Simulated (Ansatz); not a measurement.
PbBrF:
```cif
data_Br2F2Pb2
_chemical_formula_sum 'Pb2 Br2 F2'
_space_group_name_H-M_alt 'P 1'
_space_group_IT_number 1
_cell_length_a 4.17399
_cell_length_b 4.17399
_cell_length_c 7.63566
_cell_angle_alpha 90.000
_cell_angle_beta 90.000
_cell_angle_gamma 90.000
loop_
_space_group_symop_operation_xyz
  'x, y, z'
loop_
_atom_site_label
_atom_site_type_symbol
_atom_site_fract_x
_atom_site_fract_y
_atom_site_fract_z
_atom_site_occupancy
Pb1 Pb 0.00000 0.50000 0.80922 1
Pb2 Pb 0.50000 0.00000 0.19078 1
Br1 Br 0.50000 0.00000 0.65137 1
Br2 Br 0.00000 0.50000 0.34863 1
F1 F 0.50000 0.50000 0.00000 1
F2 F 0.00000 0.00000 0.00000 1
```

Relaxed with r²SCAN+D4.

Question: Which orbitals make up the states near the band edges in DFT-r²SCAN+D4 in the program Ansatz with PAW potentials?

Answer: Top 1 eV of the valence band: Br 4p 82 %, Pb 6s 9 %, F 2p 6 %. Bottom 1 eV of the conduction band: Pb 6p 81 %, F 2s 5 %. Projections are on Löwdin-orthogonalised atomic valence shells; empty p or d shells of many metals are not among them.

Question: Tabulate the density of states.

Answer: States/eV per cell of 6 atoms, in 0.25 eV bins, energy from the valence-band maximum.

```csv
E (eV),total,Br 4p,F 2p,Pb 6p
-7.85,0.00,0.00,0.00,0.00
-7.60,0.00,0.00,0.00,0.00
-7.35,7.43,0.49,1.92,0.04
-7.10,4.57,0.29,1.11,0.04
-6.85,1.59,0.13,0.27,0.01
-6.60,1.05,0.09,0.13,0.01
-6.35,0.78,0.06,0.07,0.00
-6.10,0.48,0.03,0.02,0.00
-5.85,0.10,0.00,0.00,0.00
-5.60,0.00,0.00,0.00,0.00
-5.35,0.00,0.00,0.00,0.00
-5.10,0.00,0.00,0.00,0.00
-4.85,0.00,0.00,0.00,0.00
-4.60,7.69,0.54,5.93,1.04
-4.35,5.36,0.39,4.20,0.67
-4.10,3.11,0.20,2.54,0.32
-3.85,4.73,0.30,3.93,0.38
-3.60,7.65,0.78,5.80,0.66
-3.35,7.26,0.85,5.42,0.58
-3.10,9.99,0.95,7.95,0.55
-2.85,1.62,0.43,0.84,0.16
-2.60,1.22,0.46,0.48,0.11
-2.35,1.24,0.83,0.24,0.11
-2.10,2.59,1.90,0.36,0.21
-1.85,3.57,2.68,0.46,0.27
-1.60,6.23,4.67,0.82,0.36
-1.35,6.26,4.79,0.70,0.34
-1.10,6.34,5.23,0.46,0.29
-0.85,8.50,7.18,0.55,0.28
-0.60,6.89,5.44,0.45,0.17
-0.35,5.06,4.09,0.25,0.08
-0.10,0.70,0.58,0.02,0.01
0.15,0.00,0.00,0.00,0.00
0.40,0.00,0.00,0.00,0.00
0.65,0.00,0.00,0.00,0.00
0.90,0.00,0.00,0.00,0.00
1.15,0.00,0.00,0.00,0.00
1.40,0.00,0.00,0.00,0.00
1.65,0.00,0.00,0.00,0.00
1.90,0.00,0.00,0.00,0.00
2.15,0.00,0.00,0.00,0.00
2.40,0.00,0.00,0.00,0.00
2.65,0.00,0.00,0.00,0.00
2.90,0.00,0.00,0.00,0.00
3.15,0.07,0.00,0.00,0.06
3.40,0.18,0.01,0.00,0.15
3.65,0.35,0.02,0.01,0.29
3.90,1.24,0.07,0.03,0.99
4.15,2.32,0.14,0.09,1.78
4.40,3.44,0.25,0.15,2.57
4.65,3.29,0.28,0.15,2.43
4.90,3.32,0.29,0.14,2.50
5.15,3.13,0.24,0.16,2.41
5.40,5.16,0.33,0.28,4.10
5.65,5.24,0.38,0.30,4.16
5.90,3.78,0.31,0.20,3.00
6.15,5.89,0.57,0.28,4.65
6.40,7.52,0.85,0.42,5.74
6.65,2.65,0.33,0.18,1.98
6.90,0.39,0.03,0.03,0.32
7.15,0.02,0.00,0.00,0.02
7.40,0.08,0.00,0.00,0.00
7.65,0.26,0.00,0.00,0.01
```

Space group P4/nmm. The first step of the workflow began from a Materials Project structure, measured or hypothetical; the Crystallography Open Database files this formula in space group No. 129, but the cells were not matched. Its standing as an ambient phase is unchecked. Symmetry was held in the r²SCAN+D4 relaxation; its stability against distortions is not shown here. Scalar-relativistic: spin–orbit coupling is off unless named, which matters more the heavier the elements.

Potentials: the later of the program's two PAW sets.
